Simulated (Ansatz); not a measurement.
TiBr₃:
```cif
data_Br18Ti6
_chemical_formula_sum 'Br18 Ti6'
_space_group_name_H-M_alt 'R-3 :H'
_space_group_IT_number 148
_space_group_name_Hall '-R 3'
_cell_length_a 6.30960
_cell_length_b 6.30960
_cell_length_c 18.89714
_cell_angle_alpha 90.000
_cell_angle_beta 90.000
_cell_angle_gamma 120.000
loop_
_atom_site_label
_atom_site_type_symbol
_atom_site_symmetry_multiplicity
_atom_site_Wyckoff_symbol
_atom_site_fract_x
_atom_site_fract_y
_atom_site_fract_z
_atom_site_occupancy
Br1 Br 18 f 0.34322 0.00033 0.07983 1
Ti1 Ti 6 c 0.00000 0.00000 0.33336 1
```
(The calculation used a cell of 8 atoms; values per cell refer to that cell.)

Relaxed at zero pressure with r²SCAN+D4 (plane waves, PAW; program Ansatz).

Problem. The volume is lowered by 6 % and shape and atoms relax at that volume. What pressure results, and how do the axes share the change?

Solution. 1.4 GPa; a -1.4 %, b -1.4 %, c -3.3 %; the energy rises by 6 meV/atom.

Problem. Give the new structure.

Solution. 
Space group R-3, hexagonal axes (No. 148); a = 6.220 Å, b = 6.220 Å, c = 18.278 Å, α = 90.00°, β = 90.00°, γ = 120.00°

```
atom  site  symmetry       x       y       z
----  ----  --------  ------  ------  ------
Br     18f         1  0.0048  0.3329  0.2509
Ti      6c        3.  0.0000  0.0000  0.3334
```

The phase is kept; no other phase was compared at this pressure.

The workflow started from an entry of the Crystallography Open Database (COD), which files this formula under 2 space groups. Whether it is the stable phase at ambient conditions was not checked. The r²SCAN+D4 relaxation kept the symmetry of its start; whether a distortion lowers the energy is not shown. No spin polarisation was allowed.

Potentials: the later of the program's two PAW sets.
